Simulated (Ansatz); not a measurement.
# Phonons of MgRh (Pm-3m)

```
Mg Rh
1.0
     3.08341    0.00000    0.00000
     0.00000    3.08341    0.00000
     0.00000    0.00000    3.08341
Mg Rh
1 1
Direct
  0.00000 0.00000 0.00000
  0.50000 0.50000 0.50000
```

Computed, not measured; unless marked otherwise by PBEsol, all-electron LAPW in Ansatz 0.2.0, scalar-relativistic. k mesh 12×12×12, Fermi-Dirac smearing of 0.100 eV, basis error target 1 meV/atom. The cell was relaxed by PAW under this functional.

Atoms are displaced by 0.01 Å in the smallest supercells that hold the wave vectors of a 2×2×2 mesh. Negative values stand for unstable modes.

Problem. What are the phonon energies at the solved wave vectors, in cm⁻¹?

Solution. 

```tsv
q	point	modes (cm⁻¹)
0.000 0.000 0.000	Gamma	286.5 (×3)
0.500 0.000 0.000	X	138.7 (×2), 141.8, 258.7 (×2), 329.6
0.500 0.500 0.000	M	72.2 (×2), 151.8, 254.9, 330.9 (×2)
0.500 0.500 0.500	R	138.9 (×3), 320.6 (×3)
```

Problem. Is the structure dynamically stable at these wave vectors?

Solution. Yes, no mode is unstable there; wave vectors off this mesh aren't tested.

Problem. How do the optical zone-centre modes decompose, and which are active?

Solution. Point group m-3m: Γ_opt = T1u.

```csv
label,cm⁻¹,activity,mostly
T1u,286.5,IR,Mg (81 %)
```

In a metal the activity is that of symmetry alone; free carriers screen the infrared modes.

Problem. How well do frozen-core PAW files reproduce these all-electron values?

Solution. With a cutoff of 420 eV and displacements of 0.0025 Å, the r.m.s. difference over the modes is 0.1 cm⁻¹; the largest difference is 72.4 (PAW) against 72.2 cm⁻¹ (LAPW).

Problem. The cell is scaled evenly to 28.876 and 29.755 Å³ (from 29.315), with free atoms relaxed and the shape held. What are the mode Grüneisen parameters γ = −d ln ω/d ln V?

Solution. For the highest mode, 339.5 cm⁻¹ in the small cell and 322.4 in the large one give γ ≈ 1.72. From the change of the dynamical matrix on each mode:

```tsv
point	cm⁻¹	γ
Gamma	286.5	1.68
X	138.7	1.42
X	141.8	2.51
X	258.7	1.53
X	329.6	1.55
M	72.2	2.56
M	151.8	1.21
M	254.9	1.61
M	330.9	1.72
R	138.9	2.43
R	320.6	1.45
```

Weighted by the modes' heat capacities at 300 K, the mean on this mesh is 1.81; it moves with the q mesh, and a coarse one overweights the zone boundary.

Limits of these numbers: responses of metals move with mesh and smearing; the frozen-core PAW files of the compared runs were fitted under PBE, their cores solved anew for this functional.
